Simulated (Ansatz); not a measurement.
CuPd:
```cif
data_Cu3Pd3
_chemical_formula_sum 'Cu3 Pd3'
_space_group_name_H-M_alt 'R-3m :H'
_space_group_IT_number 166
_space_group_name_Hall '-R 3 2"'
_cell_length_a 2.65644
_cell_length_b 2.65644
_cell_length_c 12.46904
_cell_angle_alpha 90.000
_cell_angle_beta 90.000
_cell_angle_gamma 120.000
loop_
_atom_site_label
_atom_site_type_symbol
_atom_site_symmetry_multiplicity
_atom_site_Wyckoff_symbol
_atom_site_fract_x
_atom_site_fract_y
_atom_site_fract_z
_atom_site_occupancy
Cu1 Cu 3 a 0.00000 0.00000 0.00000 1
Pd1 Pd 3 b 0.00000 0.00000 0.50000 1
```
(The calculation used a cell of 2 atoms; values per cell refer to that cell.)

Relaxed at zero pressure with the program Ansatz at the LDA level (PAW).

### Question
The volume is lowered by 6 % and shape and atoms relax at that volume. What pressure results, and how do the axes share the change?

### Answer
15.0 GPa; a -2.1 %, b -2.1 %, c -2.0 %; the energy rises by 34 meV/atom.

### Question
Give the new structure.

### Answer

Space group R-3m, hexagonal axes (No. 166); a = b = 2.6012 Å, c = 12.2240 Å, α = β = 90.00°, γ = 120.00°

```tsv
atom	site	symmetry	x	y	z
Cu	3a	-3m	0.0000	0.0000	0.0000
Pd	3b	-3m	0.0000	0.0000	0.5000
```

The phase is kept; no other phase was compared at this pressure.

The workflow started from a Materials Project entry (that database holds measured and hypothetical structures alike); the Crystallography Open Database copy checked does not list it. COD files the formula under space group No. 221. With Cu and Pd taken as one species the cell has the higher symmetry Fm-3m, so it may be an ordered model of a mixed-site phase. Whether it is the stable phase at ambient conditions was not checked. The cell was relaxed with LDA under the symmetry of its start; whether a distortion lowers the energy is not shown. No spin polarisation was allowed. Axis ratios of metals converge slowly with the k-mesh, so a and c are less sure than the volume.

Potentials: the later of the program's two PAW sets.
